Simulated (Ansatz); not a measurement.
Mn3Sn: which magnetic order is lowest?

```
Mn Sn
1.0
     5.67000    0.00000    0.00000
    -2.83500    4.91036    0.00000
     0.00000    0.00000    4.53000
Mn Sn
6 2
Cartesian
  2.8350 3.2703 1.1325
  -1.4147 4.0903 3.3975
  1.4203 0.8200 1.1325
  0.0000 1.6401 3.3975
  4.2497 0.8200 1.1325
  1.4147 4.0903 3.3975
  0.0000 3.2736 1.1325
  2.8350 1.6368 3.3975
```

Computed with plane-wave PAW DFT (Ansatz 0.2.0): PBE, 420 eV cutoff, 7×7×8 Γ-centred mesh, fermi-dirac occupations of width 0.050 eV. The atoms are fixed and numbered as listed; spin is collinear, without spin-orbit coupling.

Different starts of the self-consistent cycle ended in different solutions. Their moments in μB:

```json
{"state": "A", "Mn1": "3.20", "Mn2": "2.85", "Mn3": "-3.08", "Mn4": "3.08", "Mn5": "-2.85", "Mn6": "-3.20", "other atoms together": "0.00", "size of the net moment a cell": "0.00"}
{"state": "B", "Mn1": "3.15", "Mn2": "3.15", "Mn3": "3.15", "Mn4": "3.15", "Mn5": "3.15", "Mn6": "3.15", "other atoms together": "-0.26", "size of the net moment a cell": "18.86"}
{"state": "C", "Mn1": "0.00", "Mn2": "0.00", "Mn3": "0.00", "Mn4": "0.00", "Mn5": "0.00", "Mn6": "0.00", "other atoms together": "0.00", "size of the net moment a cell": "0.00"}
{"state": "D", "Mn1": "2.96", "Mn2": "-2.96", "Mn3": "2.96", "Mn4": "-2.96", "Mn5": "2.96", "Mn6": "-2.96", "other atoms together": "0.00", "size of the net moment a cell": "0.00"}
{"state": "E", "Mn1": "3.00", "Mn2": "2.85", "Mn3": "2.85", "Mn4": "3.00", "Mn5": "-3.31", "Mn6": "-3.31", "other atoms together": "-0.08", "size of the net moment a cell": "4.98"}
{"state": "F", "Mn1": "2.96", "Mn2": "3.14", "Mn3": "2.96", "Mn4": "-2.96", "Mn5": "-3.14", "Mn6": "-2.96", "other atoms together": "0.00", "size of the net moment a cell": "0.00"}
```

Site moments are taken in small spheres that don't touch (radius about 0.4 of the atom's shortest bond), so those of the magnetic atoms read low, and they needn't add up to the net moment. State C was run without spin polarisation.

Task: Rank the states by energy at zero smearing.

Result: State A (antiparallel, compensated) is lowest; D (antiparallel, compensated) lies 18.3 meV above it, B (parallel moments) lies 24 meV above it, E (antiparallel, not compensated) lies 38 meV above it, F (antiparallel, compensated) lies 61 meV above it, C (without moments) lies 459 meV above it, all counted an atom of the cell.

Task: What does magnetism gain here?

Result: 459 meV an atom of the cell, or 612 meV for each Mn atom, against state C, which has none. In a metal like this the level decides whether moments form at all, so this is no ordering energy.

Of 5 runs begun from atoms with typed moments, each in a different pattern, 1 ended in state A: one start isn't enough to call a state the ground state.

The cell is that of a Crystallography Open Database entry, unchanged.

Caveats: only orders that fit this cell and collinear spins were tried, so the true order may need a larger cell or canted moments; atoms and cell are not relaxed, and each state would relax in its own way; the k mesh is coarse, so differences of a few meV are uncertain where a state is a metal; at this level the entry's cell stands at -5 GPa (positive in compression); one start a pattern, so a lower state of the same pattern may exist; the nearest magnetic atoms form triangles, which frustrates antiparallel coupling, so the true order may be non-collinear or need another cell; the atoms stand off equilibrium, with forces up to 0.7 eV/Å.
